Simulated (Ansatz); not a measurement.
# A trial form of GaP2

Method: DFT PBE, scalar-relativistic, plane waves, PAW (Ansatz). Cutoff 420 eV, Gaussian smearing, Γ-centred meshes. Cell and atoms relax first on a coarse mesh and then on a finer one. In between, the cell is made exact in the group found at 0.06 Å. In metals the finer mesh still leaves noise of several meV/atom or more. The steps can't lower the symmetry of their start. No spin polarisation.

A trial structure of GaP2 was built thus: random cell by space group and Wyckoff sites (P4/mmm, No. 123). The dimensions are guesses.

```yaml
crystal:
  lattice:
    - [3.23828, 0.00000, 0.00000]
    - [0.00000, 3.23828, 0.00000]
    - [0.00000, 0.00000, 6.61620]
  atoms:
    - { symbol: Ga, position: [0.00000, 0.00000, 0.50000] }
    - { symbol: P, position: [0.00000, 0.00000, 0.74978] }
    - { symbol: P, position: [0.00000, 0.00000, 0.25022] }
```

Energies over the elements count from the elements' standard structures at the same level, with no fitted energy shifts. The references include black phosphorus.

Question: Where does the relaxation end?

Answer: The symmetry stays P4/mmm (No. 123). The volume per atom shrinks by 26.9 %, from 23.1 to 16.9 Å³. The shortest distance goes from 1.65 Å (Ga–P) to 2.28 Å (P–P). The ratio c/a of the conventional cell changes by a factor of 1.49. The energy falls by about 3.9 eV/atom (the start's value is from the coarse mesh). Conventional cell: a = 2.556 Å, c = 7.762 Å. Ga has 4 Ga at 2.56 Å and 2 P at 2.74 Å; around P lie 1 P at 2.28 Å, 4 P at 2.56 Å and 1 Ga at 2.74 Å.

```xyz
3
Lattice="2.5564 0.0000 0.0000 0.0000 2.5564 0.0000 0.0000 0.0000 7.7619" Properties=species:S:1:pos:R:3 pbc="T T T"
Ga    0.0000    0.0000    3.8810
P     0.0000    0.0000    6.6200
P     0.0000    0.0000    1.1419
```

Question: How does it come out in energy, and is it a metal?

Answer:

| Quantity | Value |
| --- | --- |
| Energy over the elements | +0.15 eV/atom |
| Gap on the 18×18×6 mesh of the 3-atom cell | 0 eV (a metal) |

The separate elements lie lower, so it is unstable against them.

The last run used Gaussian smearing of 0.10 eV. An odd number of electrons in the primitive cell allows no gap without spin; a larger cell or a magnetic state could open one. The cell is a metal run without spin; a magnetic state may lie lower. The reference form of P is held partly by dispersion forces, which this level lacks. A structure relaxed within its symmetry needn't be a true minimum. In all, the 3 runs took 4.3 min on 1 thread of Intel(R) Xeon(R) Processor @ 2.50GHz (Skylake/Cascade Lake), on a shared host. Another cell of GaP2 relaxed alike, in Pmc2_1, lies 76 meV/atom lower, so this cell isn't the stable form at this level.
